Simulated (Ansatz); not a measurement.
Al$_{2}$Au:
```
CELL_PARAMETERS angstrom
      0.00000     3.00150     3.00150
      3.00150     0.00000     3.00150
      3.00150     3.00150     0.00000
ATOMIC_POSITIONS crystal
  Au 0.00000 0.00000 0.00000
  Al 0.25000 0.25000 0.25000
  Al 0.75000 0.75000 0.75000
```

Relaxed with PBEsol. Special points in fractions of this cell's reciprocal vectors: Γ (0.000, 0.000, 0.000); X (0.500, 0.000, 0.500); U (0.625, 0.250, 0.625); K (0.375, 0.375, 0.750); L (0.500, 0.500, 0.500); W (0.500, 0.250, 0.750).

Problem. List the band energies nearest the Fermi level at these points for PBEsol (plane waves, PAW; program Ansatz).

Solution. In eV from the Fermi level; about four levels below and three above (degenerate sets whole), none deeper than 8.9 eV; points with the same levels are listed once.

```tsv
k	below	above
Γ	-6.60 -6.60 -6.60 -5.64 -5.64	2.25 2.92 2.92 2.92
X	-5.33 -5.03 -2.12 -2.12	1.28 2.03 7.61
U	-5.54 -4.61 -3.40 -1.37	1.82 4.34 6.01
L	-6.36 -6.36 -5.52 -5.52 -5.46	0.35 0.35 3.24
W	-5.21 -4.03 -4.03 -2.20	4.13 4.13 5.18
```

Space group Fm-3m (fluorite or antifluorite type). The cell was relaxed with PBEsol under the symmetry of its start; of distortions, only those at the zone centre were tested. Spin–orbit coupling is left out wherever it is not named.

Potentials: the later of the program's two PAW sets.
